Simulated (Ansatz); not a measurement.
Input file for Ansatz (a program for electronic structure):

Ansatz 0.2 input:
```yaml
crystal:
  lattice:
    - [0.0, 2.289999096, 2.289999096]
    - [2.289999096, 0.0, 2.289999096]
    - [2.289999096, 2.289999096, 0.0]
  atoms:
    - { symbol: Ir, position: [0.0, 0.0, 0.0] }
    - { symbol: C, position: [0.25, 0.25, 0.25] }
kpoints:
  mp_grid: { grid: [11, 11, 11] }
  band_path:
    path:
      - [[0.0, 0.0, 0.0], [0.5, 0.0, 0.5], [0.625, 0.25, 0.625]]  # Γ-X-U
      - [[0.375, 0.375, 0.75], [0.0, 0.0, 0.0], [0.5, 0.5, 0.5], [0.5, 0.25, 0.75], [0.5, 0.0, 0.5]]  # K-Γ-L-W-X
    npoints: 12
basis: { ecutwfc: 600, xc_grid: 2 }
hamiltonian:
  xc: pbesol
  pseudopotentials: { azcp: { folder: ./paw }, kind: paw_fr }
magnetization: { noncollinear: true, spin_orbit: true }
scf:
  n_extra_bands: 13
  convergence: { dr2_threshold: 0.0000000001 }
  occupations: { method: gaussian, width: 0.05 }
output: { eigenvalues: true }
```

Output (shortened):

```
Pseudopotentials: kind: paw_fr
Pseudopotential: Ir, paw, valence charge 17
Pseudopotential: C, paw, valence charge 4
Functional definition: PBEsol
non-collinear run that drives no moment, with spin-orbit …
Crystal: 2 atoms, lattice volume = 24.018 Å³
Basis set: ecut = 600 eV, 821 PW (Γ), exchange–correlation on 54×54×54 points (8 copies of the dense FFT grid, shifted against one another)
Bands: 34, of which v1, the nominal top of the filled ones, is band 21 counted from 1 (20 counted from 0)
Symmetry: 24 space group operations + 24 with time reversal
k-points: 56 of 1331 (time reversal used)
Projection manifold: j_resolved (fully-relativistic pseudo-atomic orbitals)
PAW frozen core: Ir, regenerated for the run's functional, and the local potential with it
PAW frozen core: C, regenerated for the run's functional, and the local potential with it
Initial density: superposition of atomic densities (chi_scale 0.1, normalization cell, long waves kept (reshape's long-wave potential 0.00 eV rms))
Initial wavefunctions: pseudopotential atomic-orbital guess
Eigensolver: davidson
Functional: x = pbesol(κ = 0.804, μ = 0.12345679012345678), c = pbesol(β = 0.046)
SCF iter   1: F=—  HF=-12077.931475 eV  |F-HF|=—  |Δ(HF+E_count)|=         —  Δρ=9.92e-2  dr2=2.43e0  dr2_m=0.00e0 (ungated)  ethr=3.10e-3  |M|=0.00e0 ∫|m|=0.00e0 μB  |m|>n=0.0e0 m-floor=0.0e0 τ_xc=0.0e0  β_m=0.30  ⟨swp⟩=6.1  Hψ=9222  notcnv=0  defer=79
all-band conjugate gradients solve this SCF's bands
preconditioner: auto → none
SCF iter   2: F=—  HF=-12077.532580 eV  |F-HF|=—  |Δ(HF+E_count)|=   3.99e-1  Δρ=5.85e-2  dr2=7.47e-1  dr2_m=0.00e0 (ungated)  ethr=3.10e-3  |M|=0.00e0 ∫|m|=0.00e0 μB  |m|>n=0.0e0 m-floor=0.0e0 τ_xc=0.0e0  β_m=0.48  ⟨swp⟩=2.0  Hψ=2694  notcnv=0  defer=390
SCF iter   3: F=—  HF=-12077.333683 eV  |F-HF|=—  |Δ(HF+E_count)|=   1.99e-1  Δρ=1.45e-2  dr2=3.28e-2  dr2_m=0.00e0 (ungated)  ethr=3.10e-3  |M|=0.00e0 ∫|m|=0.00e0 μB  |m|>n=0.0e0 m-floor=0.0e0 τ_xc=0.0e0  β_m=0.54  ⟨swp⟩=2.0  Hψ=2346  notcnv=0  defer=390
SCF iter   4: F=—  HF=-12077.325478 eV  |F-HF|=—  |Δ(HF+E_count)|=   8.21e-3  Δρ=2.78e-3  dr2=9.67e-4  dr2_m=0.00e0 (ungated)  ethr=1.56e-4  |M|=0.00e0 ∫|m|=0.00e0 μB  |m|>n=0.0e0 m-floor=0.0e0 τ_xc=0.0e0  β_m=0.60  ⟨swp⟩=2.1  Hψ=2649  notcnv=0  defer=390
SCF iter   5: F=—  HF=-12077.325675 eV  |F-HF|=—  |Δ(HF+E_count)|=   1.98e-4  Δρ=5.33e-4  dr2=3.98e-5  dr2_m=0.00e0 (ungated)  ethr=4.61e-6  |M|=0.00e0 ∫|m|=0.00e0 μB  |m|>n=0.0e0 m-floor=0.0e0 τ_xc=0.0e0  β_m=0.76  ⟨swp⟩=2.4  Hψ=2442  notcnv=0  defer=390
SCF iter   6: F=—  HF=-12077.325686 eV  |F-HF|=—  |Δ(HF+E_count)|=   1.07e-5  Δρ=8.00e-5  dr2=1.52e-6  dr2_m=0.00e0 (ungated)  ethr=1.90e-7  |M|=0.00e0 ∫|m|=0.00e0 μB  |m|>n=0.0e0 m-floor=0.0e0 τ_xc=0.0e0  β_m=0.72  ⟨swp⟩=2.3  Hψ=2463  notcnv=0  defer=390
SCF iter   7: F=—  HF=-12077.325686 eV  |F-HF|=—  |Δ(HF+E_count)|=   2.97e-7  Δρ=7.36e-6  dr2=8.76e-9  dr2_m=0.00e0 (ungated)  ethr=7.23e-9  |M|=0.00e0 ∫|m|=0.00e0 μB  |m|>n=0.0e0 m-floor=0.0e0 τ_xc=0.0e0  β_m=0.85  ⟨swp⟩=1.9  Hψ=2107  notcnv=0  defer=390
SCF iter   8: F=—  HF=-12077.325686 eV  |F-HF|=—  |Δ(HF+E_count)|=  6.69e-10  Δρ=1.01e-6  dr2=2.76e-10  dr2_m=0.00e0 (ungated)  ethr=4.17e-11  |M|=0.00e0 ∫|m|=0.00e0 μB  |m|>n=0.0e0 m-floor=0.0e0 τ_xc=0.0e0  β_m=0.83  ⟨swp⟩=2.3  Hψ=2526  notcnv=0  defer=390
SCF iter   9: F=-12077.325686 eV  HF=-12077.325686 eV  |F-HF|=0.00e0  |Δ(HF+E_count)|=  3.46e-11  Δρ=5.49e-8  dr2=3.18e-13  dr2_m=0.00e0 (ungated)  ethr=1.00e-12  |M|=0.00e0 ∫|m|=0.00e0 μB  |m|>n=0.0e0 m-floor=0.0e0 τ_xc=0.0e0  ⟨swp⟩=7.4  Hψ=7041  notcnv=0
SCF 1 converged in 9 iterations: F = -12077.325686 eV  dr2 = 3.18e-13
NSCF: frozen V_eff on 74 k-points
SCF converged after 9 iterations
Magnetization: |M| = 0.0000 μB,  M = (+0.0000, +0.0000, +0.0000) μB
Absolute magnetization: 0.0000 μB (∫|m|)
  site 0: m = (+0.0000, +0.0000, +0.0000) μB, |m| = 0.0000 μB  (R = 0.82 Å)
  site 1: m = (+0.0000, +0.0000, +0.0000) μB, |m| = 0.0000 μB  (R = 0.82 Å)
Free energy (F): -12077.325686 eV
Harris-Foulkes:  -12077.325686 eV  (|F-HF|=0.00e0)
Internal energy: -12077.324954 eV  (E = F + TS)
E sigma→0 (E₀):  -12077.325320 eV
Entropy (-TS):   -0.000732 eV (-0.366 meV/atom)
Fermi energy:    17.672338 eV
--- Per-component energies (eV) ---
  E_band       = -190.219930
  E_kinetic    = 610.767699
  E_local      = -1610.935584  (includes V_loc(G=0)·N_el)
  E_nonlocal   = 224.960520
  E_hartree    = 591.700127
  E_xc         = -270.006524
  E_vxc        = -306.988768  (∫ρ·V_xc dr)
  E_paw        = -9254.375735  (= ΣΔE_a)
  E_vpaw       = -291.424096  (= ΣTr[D̂ρ^β])
  E_aug_tail   = 0.000064  (compensation charges beyond the density's cutoff)
  E_ewald      = -2369.727050
  E_core_change = 0.291531  (= ΣΔE_core)
  E_smearing   = -0.000732  (= −TS)
  E_closure    = 0.000000  (closes the sum)
  Σ components = -12077.325686   (vs F -12077.325686, Δ=0.00e0)
  [band-id]    e_kinetic+e_local+e_nonlocal+2·e_hartree+e_vxc+e_vpaw+e_augmentation_tail = -190.219913   (vs E_band -190.219930, Δ=1.67e-5)
--- Band table (eV; the first three rows and the last of 56) ---
  k-point 0: bands = ["-75.0071", "-75.0071", "-41.8782", "-41.8782", "-28.3047", "-28.3047", "-28.3047", "-28.3047", "3.2306", "3.2306", "10.5913", "10.5913", "10.5913", "10.5913", "10.9748", "10.9748", "15.2105", "15.2105", "15.2105", "15.2105", "21.0839", "21.0839", "23.9721", "23.9721", "23.9721", "23.9721", "24.3131", "24.3131", "29.9041", "29.9041", "31.8943", "31.8943", "31.8943", "31.8943"]
  k-point 1: bands = ["-75.0066", "-75.0066", "-41.8803", "-41.8803", "-28.3158", "-28.3158", "-28.3072", "-28.3072", "3.3829", "3.3829", "10.5497", "10.5497", "10.6288", "10.6953", "11.0158", "11.0158", "15.0926", "15.1423", "15.1423", "15.2675", "21.4111", "21.4111", "23.6232", "23.6232", "23.8179", "24.0373", "24.2175", "24.2175", "29.5125", "29.5125", "31.1875", "31.1875", "31.9742", "32.0038"]
  k-point 2: bands = ["-75.0055", "-75.0055", "-41.8860", "-41.8860", "-28.3453", "-28.3453", "-28.3136", "-28.3136", "3.8000", "3.8000", "10.4291", "10.4291", "10.7751", "10.8979", "11.1970", "11.1970", "15.0049", "15.0173", "15.0173", "15.3192", "21.7269", "21.7269", "23.0752", "23.0752", "23.4906", "23.8646", "23.8888", "23.8888", "28.0759", "28.0759", "31.1611", "31.1611", "32.2624", "32.3155"]
  k-point 55: bands = ["-75.0000", "-75.0000", "-41.9151", "-41.9114", "-28.4462", "-28.4236", "-28.3992", "-28.3915", "5.7404", "6.0044", "10.5559", "10.7584", "11.8753", "12.0669", "12.9452", "13.2274", "14.2229", "14.6273", "15.5114", "15.8136", "16.8687", "16.9754", "18.7424", "19.0962", "20.3991", "21.1168", "28.5012", "28.6158", "29.4328", "29.5330", "29.9964", "30.1581", "31.4581", "31.7776"]
  band table: 34 of 34 bands, residual norms ≤ 1.0e-3 eV
```

Cost: around 20 core-seconds (rough) on shared cores.

Space group F-43m (zinc blende). The start of the workflow was typed in or built on a structure type; neither database checked (COD, Materials Project) lists it. Its standing as an ambient phase is unchecked. Symmetry was held in the PBEsol relaxation; whether a distortion lowers the energy is not shown. The run is not spin-polarised. Its formation energy is positive at this level, so the cell may be metastable or incomplete.

Potentials: the earlier of the program's two PAW sets. The files were generated under PBE; for other functionals the program regenerates the frozen cores, and for LDA and PBEsol the local potential too.

Ansatz is a plane-wave DFT program.
